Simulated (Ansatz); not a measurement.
**Wurtzite alloy of GaAs and AlAs (18 of 48 Ga sites exchanged), 96 atoms**

Ansatz, PAW, plane waves. PBEsol relaxation of cell lengths and atoms (angles held) at the single k point (¼, ¼, ¼) without its symmetry partners; single points on the relaxed atoms at the Γ point alone, onto which points of the small cell's zone fold. Arrangement: quasirandom. No spin–orbit coupling unless named.

Relaxed structure:

```xyz
96
Lattice="11.9648 0.0000 0.0000 0.0000 13.8429 0.0000 0.0000 0.0000 13.1654" Properties=species:S:1:pos:R:3 pbc="T T T"
Al    0.0052    2.3073    0.0005
Al    5.9934    5.7622    6.5800
Al    3.9951    9.2219    6.5835
Al    2.0020   12.6826   13.1639
Al    7.9879    9.2284    6.5873
Al    5.9845   12.6827   13.1644
Al    5.9763    1.1549    3.2951
Al    3.9854    4.6229    9.8754
Al    1.9843    8.0851    3.2864
Al   11.9633   11.5507    3.2914
Al   11.9588   11.5418    9.8725
Al    7.9717    4.6142    3.2896
Al    7.9684    4.6188    9.8748
Al    5.9749    8.0868    3.2838
Al    5.9766    8.0883    9.8768
Al    9.9675    8.0799    3.2879
Al    9.9654    8.0809    9.8720
Al    7.9707   11.5481    3.2891
Ga    0.0091    2.3047    6.5912
Ga    3.9930    2.3092    0.0062
Ga    3.9921    2.2992    6.5900
Ga    2.0022    5.7619    0.0058
Ga    1.9973    5.7632    6.5867
Ga    0.0056    9.2222    0.0050
Ga    0.0072    9.2172    6.5885
Ga    7.9811    2.3007    0.0027
Ga    7.9851    2.2954    6.5930
Ga    5.9917    5.7608    0.0113
Ga    3.9971    9.2209    0.0032
Ga    2.0050   12.6844    6.5903
Ga    9.9803    5.7644    0.0095
Ga    9.9810    5.7566    6.5865
Ga    7.9861    9.2221    0.0003
Ga    5.9917   12.6892    6.5951
Ga    9.9762   12.6846    0.0039
Ga    9.9821   12.6878    6.5846
Ga    1.9913    1.1670    3.3012
Ga    1.9896    1.1644    9.8787
Ga   11.9624    4.6168    3.2976
Ga   11.9585    4.6277    9.8767
Ga    5.9735    1.1559    9.8776
Ga    3.9770    4.6205    3.2935
Ga    1.9863    8.0824    9.8793
Ga    9.9690    1.1665    3.2968
Ga    9.9615    1.1620    9.8779
Ga    3.9793   11.5500    3.3000
Ga    3.9796   11.5400    9.8750
Ga    7.9771   11.5534    9.8810
As    0.0006    2.3141    2.4661
As   11.9621    2.3181    9.0511
As    3.9858    2.3176    2.4672
As    3.9849    2.3148    9.0491
As    1.9893    5.7730    2.4645
As    1.9909    5.7754    9.0473
As   11.9582    9.2424    2.4615
As   11.9621    9.2348    9.0461
As    7.9737    2.3083    2.4622
As    7.9711    2.3096    9.0504
As    5.9760    5.7737    2.4663
As    5.9798    5.7808    9.0415
As    3.9803    9.2436    2.4628
As    3.9808    9.2354    9.0455
As    1.9956   12.7062    2.4626
As    1.9927   12.7034    9.0495
As    9.9714    5.7710    2.4667
As    9.9654    5.7723    9.0452
As    7.9758    9.2376    2.4594
As    7.9744    9.2458    9.0478
As    5.9740   12.6943    2.4613
As    5.9781   12.6930    9.0542
As    9.9692   12.7065    2.4642
As    9.9703   12.7053    9.0434
As    1.9961    1.1459    5.7606
As    1.9982    1.1490   12.3379
As    0.0045    4.6069    5.7579
As    0.0020    4.6143   12.3382
As    5.9849    1.1495    5.7598
As    5.9798    1.1511   12.3389
As    3.9886    4.6055    5.7554
As    3.9921    4.6125   12.3404
As    1.9967    8.0682    5.7509
As    1.9962    8.0672   12.3425
As    0.0049   11.5276    5.7578
As   11.9648   11.5285   12.3366
As    9.9763    1.1498    5.7590
As    9.9705    1.1462   12.3388
As    7.9845    4.5999    5.7543
As    7.9822    4.6081   12.3411
As    5.9910    8.0706    5.7475
As    5.9865    8.0644   12.3417
As    3.9948   11.5327    5.7593
As    3.9910   11.5231   12.3339
As    9.9760    8.0651    5.7540
As    9.9752    8.0658   12.3383
As    7.9811   11.5367    5.7539
As    7.9821   11.5301   12.3407
```

(1) What are the mean bond lengths by pair (pairs within 1.2 times the sum of covalent radii, less contacts 15 % beyond the pair's median; cation–cation pairs of compounds aside; long ionic contacts are cut short by that bound)?

(2) What gap lies between the top filled and the lowest empty level in the single points?

Results:

(1) Al–As 2.455 ± 0.006 Å (standard deviation, 72 bonds); As–Ga 2.452 ± 0.006 Å (standard deviation, 120 bonds).

(2) HSE06 1.75 eV (110 s on NVIDIA GB300).
